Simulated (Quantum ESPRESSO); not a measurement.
**Band energies of AgI at -3 % isotropic strain**

```
CELL_PARAMETERS angstrom
      0.00000     3.12615     3.12615
      3.12615     0.00000     3.12615
      3.12615     3.12615     0.00000
ATOMIC_POSITIONS crystal
  Ag 0.00000 0.00000 0.00000
  I  0.25000 0.25000 0.25000
```

PBEsol (pw.x of Quantum ESPRESSO, ONCV potentials, no spin-orbit coupling); path ΓXWKΓLUWLK,UX; energies in eV from the valence-band maximum.

```csv
k (1/Å),point,band 9,band 10,band 11,band 12,band 13,band 14,band 15,band 16
0.00,Γ,-3.64,-3.64,0.00,0.00,0.00,1.19,5.48,5.48
0.45,,-3.72,-3.60,-1.52,-0.97,-0.97,3.19,4.10,6.87
1.00,X,-3.53,-3.49,-3.10,-2.22,-2.22,3.16,3.68,8.79
1.51,W,-3.73,-3.38,-3.21,-2.72,-2.01,4.97,4.98,6.28
1.63,,-3.72,-3.43,-3.23,-2.63,-1.96,4.51,5.02,6.60
1.86,K,-3.66,-3.60,-3.27,-2.47,-1.77,3.67,4.98,7.66
2.18,,-3.68,-3.63,-2.87,-2.16,-0.98,3.91,5.40,6.22
2.72,,-3.66,-3.64,-0.75,-0.29,-0.07,1.91,5.21,5.62
2.93,Γ,-3.64,-3.64,0.00,0.00,0.00,1.19,5.48,5.48
3.22,,-3.65,-3.65,-1.24,-0.24,-0.24,2.17,5.28,5.80
3.70,,-3.61,-3.61,-3.36,-0.88,-0.88,2.58,6.03,6.03
3.80,L,-3.60,-3.60,-3.45,-0.91,-0.91,2.57,6.02,6.02
4.21,,-3.70,-3.62,-3.29,-2.13,-1.42,3.78,5.24,7.11
4.41,U,-3.66,-3.60,-3.27,-2.47,-1.77,3.67,4.98,7.66
4.77,W,-3.73,-3.38,-3.21,-2.72,-2.01,4.97,4.98,6.28
5.21,,-3.65,-3.60,-3.38,-1.59,-1.18,3.45,5.30,6.47
5.48,L,-3.60,-3.60,-3.45,-0.91,-0.91,2.57,6.02,6.02
5.66,,-3.62,-3.61,-3.42,-1.26,-1.02,3.01,5.58,6.27
6.10,K,-3.66,-3.60,-3.27,-2.47,-1.77,3.67,4.98,7.66
6.10,U,-3.66,-3.60,-3.27,-2.47,-1.77,3.67,4.98,7.66
6.45,X,-3.53,-3.49,-3.10,-2.22,-2.22,3.16,3.68,8.79
```

The PBEsol gap is direct, 1.19 eV at Γ.

Spin-orbit coupling is left out, which matters for elements this heavy: edges can move by tenths of an eV.

Geometry strained from the cell relaxed with PBEsol, atoms relaxed again.
